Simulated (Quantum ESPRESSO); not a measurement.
## Ti5ZrRuAg (finding a planted mistake in a log)

A calculation, not a measurement. The program is pw.x of Quantum ESPRESSO 7.5 (plane-wave density functional theory). The cell is made up: eight metal atoms on a hexagonal close-packed lattice, with elements, volume, strain and displacements drawn at random and not relaxed, so it may be unstable or far from any real phase. PseudoDojo standard norm-conserving files set the functional (PBE unless stated); there is no spin polarisation or spin-orbit coupling, the Fermi-Dirac width of 0.25 eV means electrons at about 2900 K, and the masses in the input are unused placeholders. A spin test at this wide smearing found no moment, but such smearing suppresses magnetism that the real alloy may have.

Intended input:

```
&control calculation='scf', pseudo_dir='./dojo.nc.sr.pbe.v0_5.standard.upf', outdir='./o', disk_io='minimal', tprnfor=.true., tstress=.true. /
&system ibrav=0, nat=8, ntyp=4, nbnd=72, ecutwfc=84.00895049, nosym=.true., tot_charge=0,
 occupations='smearing', smearing='fd', degauss=0.0183746611
/
&electrons conv_thr=1.470e-08, electron_maxstep=70, mixing_beta=0.5 /
ATOMIC_SPECIES
Ag 1.0 Ag.upf
Ru 1.0 Ru.upf
Ti 1.0 Ti.upf
Zr 1.0 Zr.upf
CELL_PARAMETERS angstrom
-0.0068 0.0241 4.5346
5.7724 0.0776 -0.0087
-2.819 4.9915 0.031
ATOMIC_POSITIONS angstrom
Ti 0.0838 0.0588 -0.1113
Ti -1.5366 2.532 -0.0931
Ti 2.8957 0.0098 0.0193
Ti 1.5094 2.4799 -0.0755
Zr 0.0164 1.7061 2.3398
Ru -1.4903 4.287 2.2296
Ag 2.8847 1.8252 2.3238
Ti 1.5869 4.2307 2.3059
K_POINTS automatic
5 5 5 1 1 1
```

The log is shortened where brackets say so; the opening notice, blank lines, dates and the lines on written files are dropped, and the path of the files is cut. It prints rydbergs, bohrs and kilobars, and counts compression as positive stress. Its total energy is the free energy E - TS of the whole cell.

Log of the intended run:

```
     Program PWSCF v.7.5
     Parallel version (MPI & OpenMP), running on       4 processor cores
     Number of MPI processes:                 4
     Threads/MPI process:                     1
     [start-up lines left out]
     bravais-lattice index     =            0
     lattice parameter (alat)  =       8.5693  a.u.
     unit-cell volume          =     888.3714 (a.u.)^3
     number of atoms/cell      =            8
     number of atomic types    =            4
     number of electrons       =       107.00
     number of Kohn-Sham states=           72
     kinetic-energy cutoff     =      84.0090  Ry
     charge density cutoff     =     336.0358  Ry
     scf convergence threshold =      1.5E-08
     mixing beta               =       0.5000
     number of iterations used =            8  plain     mixing
     Exchange-correlation= PBE
                           (   1   4   3   4   0   0   0)
     [axes and pseudopotential details left out]
   Cartesian axes
     site n.     atom                  positions (alat units)
         1        Ti     tau(   1) = (   0.0184798   0.0129668  -0.0245442  )
         2        Ti     tau(   2) = (  -0.3388560   0.5583649  -0.0205307  )
         3        Ti     tau(   3) = (   0.6385692   0.0021611   0.0042561  )
         4        Ti     tau(   4) = (   0.3328578   0.5468756  -0.0166495  )
         5        Zr     tau(   5) = (   0.0036166   0.3762347   0.5159803  )
         6        Ru     tau(   6) = (  -0.3286458   0.9453832   0.4916786  )
         7        Ag     tau(   7) = (   0.6361434   0.4024990   0.5124519  )
         8        Ti     tau(   8) = (   0.3499484   0.9329677   0.5085046  )
     number of k points=    63  Fermi-Dirac smearing, width (Ry)=  0.0184
                       cart. coord. in units 2pi/alat
        k(    1) = (   0.0769107   0.1336665   0.0994065), wk =   0.0320000
        k(    2) = (   0.0744850   0.3139982   0.0984444), wk =   0.0320000
     [further k points left out]
     Dense  grid:    92421 G-vectors     FFT dimensions: (  50,  64,  64)
     Estimated max dynamical RAM per process >     359.82 MB
     Estimated total dynamical RAM >       1.34 GB
     Initial potential from superposition of free atoms
     starting charge     106.9885, renormalised to     107.0000
     Starting wfcs are   80 randomized atomic wfcs
     total cpu time spent up to now is        5.8 secs
     per-process dynamical memory:   289.6 Mb
     Self-consistent Calculation
     iteration #  1     ecut=    84.01 Ry     beta= 0.50
     Davidson diagonalization with overlap
     ethr =  1.00E-02,  avg # of iterations =  2.5
     total cpu time spent up to now is       18.6 secs
     total energy              =   -1204.89942213 Ry
     estimated scf accuracy    <       3.51142165 Ry
     iteration #  2     ecut=    84.01 Ry     beta= 0.50
     Davidson diagonalization with overlap
     ethr =  3.28E-03,  avg # of iterations =  4.4
     total cpu time spent up to now is       34.1 secs
     total energy              =   -1205.45264878 Ry
     estimated scf accuracy    <      18.49357819 Ry
     [iterations 3 to 20 left out]
     iteration # 21     ecut=    84.01 Ry     beta= 0.50
     Davidson diagonalization with overlap
     ethr =  4.60E-11,  avg # of iterations =  5.4
     total cpu time spent up to now is      257.9 secs
     total energy              =   -1207.00857437 Ry
     estimated scf accuracy    <       0.00000004 Ry
     iteration # 22     ecut=    84.01 Ry     beta= 0.50
     Davidson diagonalization with overlap
     ethr =  4.05E-11,  avg # of iterations =  1.9
     total cpu time spent up to now is      268.7 secs
     End of self-consistent calculation
     [lines on levels left out]
!    total energy              =   -1207.00857437 Ry
     estimated scf accuracy    <          2.9E-09 Ry
     smearing contrib. (-TS)   =      -0.16518162 Ry
     internal energy E=F+TS    =   -1206.84339275 Ry
     The total energy is F=E-TS. E is the sum of the following terms:
     one-electron contribution =    -401.58983954 Ry
     hartree contribution      =     250.48302432 Ry
     xc contribution           =    -188.20582399 Ry
     ewald contribution        =    -867.53075354 Ry
     convergence has been achieved in  22 iterations
     Forces acting on atoms (cartesian axes, Ry/au):
     atom    1 type  3   force =    -0.01296832   -0.02645854    0.04751119
     atom    2 type  3   force =     0.01675181    0.02725777    0.04159887
     atom    3 type  3   force =    -0.00571088   -0.01403727    0.00051728
     atom    4 type  3   force =    -0.02058475    0.03009053    0.05093477
     atom    5 type  4   force =    -0.00712434    0.02715469   -0.06638036
     atom    6 type  2   force =     0.02636424   -0.01411188   -0.00822817
     atom    7 type  1   force =     0.01209370   -0.03753225   -0.04967549
     atom    8 type  3   force =    -0.00882147    0.00763694   -0.01627809
     Total force =     0.143573     Total SCF correction =     0.000181
     Computing stress (Cartesian axis) and pressure
          total   stress  (Ry/bohr**3)                   (kbar)     P=      102.05
   0.00071296  -0.00004872   0.00002263          104.88       -7.17        3.33
  -0.00004872   0.00045889   0.00003985           -7.17       67.51        5.86
   0.00002263   0.00003985   0.00090935            3.33        5.86      133.77
     init_run     :      5.20s CPU      5.46s WALL (       1 calls)
     electrons    :    255.32s CPU    262.92s WALL (       1 calls)
     forces       :      1.86s CPU      1.87s WALL (       1 calls)
     stress       :      6.24s CPU      6.25s WALL (       1 calls)
     [timing details left out]
     PWSCF        :   4m28.96s CPU   4m36.85s WALL
     JOB DONE.
```

A second run was made from an input with one planted mistake. Its log:

```
     Program PWSCF v.7.5
     Parallel version (MPI & OpenMP), running on       4 processor cores
     Number of MPI processes:                 4
     Threads/MPI process:                     1
     [start-up lines left out]
     bravais-lattice index     =            0
     lattice parameter (alat)  =       8.7065  a.u.
     unit-cell volume          =     931.7179 (a.u.)^3
     number of atoms/cell      =            8
     number of atomic types    =            4
     number of electrons       =       107.00
     number of Kohn-Sham states=           72
     kinetic-energy cutoff     =      84.0090  Ry
     charge density cutoff     =     336.0358  Ry
     scf convergence threshold =      1.5E-08
     mixing beta               =       0.5000
     number of iterations used =            8  plain     mixing
     Exchange-correlation= PBE
                           (   1   4   3   4   0   0   0)
     [axes and pseudopotential details left out]
   Cartesian axes
     site n.     atom                  positions (alat units)
         1        Ti     tau(   1) = (   0.0184708   0.0129578  -0.0245482  )
         2        Ti     tau(   2) = (  -0.3388557   0.5583566  -0.0205328  )
         3        Ti     tau(   3) = (   0.6385560   0.0021705   0.0042541  )
         4        Ti     tau(   4) = (   0.3328652   0.5468748  -0.0166476  )
         5        Zr     tau(   5) = (   0.0036247   0.3762315   0.5159671  )
         6        Ru     tau(   6) = (  -0.3286328   0.9453754   0.4916794  )
         7        Ag     tau(   7) = (   0.6361467   0.4024943   0.5124509  )
         8        Ti     tau(   8) = (   0.3499469   0.9329602   0.5085007  )
     number of k points=    63  Fermi-Dirac smearing, width (Ry)=  0.0184
                       cart. coord. in units 2pi/alat
        k(    1) = (   0.0769112   0.1336667   0.0994059), wk =   0.0320000
        k(    2) = (   0.0744868   0.3139996   0.0984433), wk =   0.0320000
     [further k points left out]
     Dense  grid:    96955 G-vectors     FFT dimensions: (  54,  72,  72)
     Estimated max dynamical RAM per process >     381.53 MB
     Estimated total dynamical RAM >       1.42 GB
     Initial potential from superposition of free atoms
     starting charge     106.9885, renormalised to     107.0000
     Starting wfcs are   80 randomized atomic wfcs
     total cpu time spent up to now is        7.2 secs
     per-process dynamical memory:   307.4 Mb
     Self-consistent Calculation
     iteration #  1     ecut=    84.01 Ry     beta= 0.50
     Davidson diagonalization with overlap
     ethr =  1.00E-02,  avg # of iterations =  2.6
     total cpu time spent up to now is       23.6 secs
     total energy              =   -1205.04756997 Ry
     estimated scf accuracy    <       3.28685340 Ry
     iteration #  2     ecut=    84.01 Ry     beta= 0.50
     Davidson diagonalization with overlap
     ethr =  3.07E-03,  avg # of iterations =  4.7
     total cpu time spent up to now is       43.3 secs
     total energy              =   -1205.50224988 Ry
     estimated scf accuracy    <      18.70760473 Ry
     [iterations 3 to 20 left out]
     iteration # 21     ecut=    84.01 Ry     beta= 0.50
     Davidson diagonalization with overlap
     ethr =  7.95E-11,  avg # of iterations =  2.2
     total cpu time spent up to now is      329.8 secs
     total energy              =   -1207.02847618 Ry
     estimated scf accuracy    <       0.00000005 Ry
     iteration # 22     ecut=    84.01 Ry     beta= 0.50
     Davidson diagonalization with overlap
     ethr =  4.23E-11,  avg # of iterations =  1.3
     total cpu time spent up to now is      342.7 secs
     End of self-consistent calculation
     [lines on levels left out]
!    total energy              =   -1207.02847618 Ry
     estimated scf accuracy    <          2.0E-09 Ry
     smearing contrib. (-TS)   =      -0.17338439 Ry
     internal energy E=F+TS    =   -1206.85509179 Ry
     The total energy is F=E-TS. E is the sum of the following terms:
     one-electron contribution =    -422.33060890 Ry
     hartree contribution      =     257.22818204 Ry
     xc contribution           =    -187.88943647 Ry
     ewald contribution        =    -853.86322846 Ry
     convergence has been achieved in  22 iterations
     Forces acting on atoms (cartesian axes, Ry/au):
     atom    1 type  3   force =    -0.00958576   -0.02581186    0.04241489
     atom    2 type  3   force =     0.01496255    0.02580180    0.03549416
     atom    3 type  3   force =    -0.00728603   -0.01278244    0.00030014
     atom    4 type  3   force =    -0.01794793    0.02684459    0.04410861
     atom    5 type  4   force =    -0.00455880    0.02222965   -0.06050928
     atom    6 type  2   force =     0.01807834   -0.01030652   -0.00615906
     atom    7 type  1   force =     0.00996678   -0.03150426   -0.04207314
     atom    8 type  3   force =    -0.00362914    0.00552904   -0.01357632
     Total force =     0.125095     Total SCF correction =     0.000204
     Computing stress (Cartesian axis) and pressure
          total   stress  (Ry/bohr**3)                   (kbar)     P=       34.94
   0.00024598  -0.00002537   0.00002480           36.18       -3.73        3.65
  -0.00002537   0.00003997   0.00003392           -3.73        5.88        4.99
   0.00002480   0.00003392   0.00042662            3.65        4.99       62.76
     init_run     :      6.64s CPU      6.97s WALL (       1 calls)
     electrons    :    327.02s CPU    335.52s WALL (       1 calls)
     forces       :      1.95s CPU      1.96s WALL (       1 calls)
     stress       :      6.63s CPU      6.63s WALL (       1 calls)
     [timing details left out]
     PWSCF        :   5m42.51s CPU   5m51.37s WALL
     JOB DONE.
```

Question: the log repeats what the program read. Compare it with the intended run: what was wrong in the second input?

Answer: the cell and the positions are scaled by a wrong factor. The input lines that differ:

```
- -0.0068 0.0241 4.5346
- 5.7724 0.0776 -0.0087
- -2.819 4.9915 0.031
+ -0.0069 0.0245 4.6072
+ 5.8648 0.0788 -0.0088
+ -2.8641 5.0714 0.0315
- Ti 0.0838 0.0588 -0.1113
- Ti -1.5366 2.532 -0.0931
- Ti 2.8957 0.0098 0.0193
- Ti 1.5094 2.4799 -0.0755
- Zr 0.0164 1.7061 2.3398
- Ru -1.4903 4.287 2.2296
- Ag 2.8847 1.8252 2.3238
- Ti 1.5869 4.2307 2.3059
+ Ti 0.0851 0.0597 -0.1131
+ Ti -1.5612 2.5725 -0.0946
+ Ti 2.942 0.01 0.0196
+ Ti 1.5336 2.5196 -0.0767
+ Zr 0.0167 1.7334 2.3772
+ Ru -1.5141 4.3556 2.2653
+ Ag 2.9309 1.8544 2.361
+ Ti 1.6123 4.2984 2.3428
```

|  | intended run | run with the mistake |
| --- | --- | --- |
| free energy (eV) | -16422.188 | -16422.459 |
| entropy term -TS, part of it (eV) | -2.247 | -2.359 |
| pressure (GPa) | 10.21 | 3.49 |
| size of the largest force component (eV/Å) | 1.707 | 1.556 |
| largest change of a force component (eV/Å) |  | 0.213 |
| iterations | 22 | 22 |

For scale, a rerun of the intended cell at a higher cutoff and on a denser mesh moved values by no more than 0.002 eV in energy, 0.03 GPa in stress and 0.003 eV/Å in force, and a second program with other atomic files agreed on that cell to 2 % rms in force and 0.5 GPa in pressure.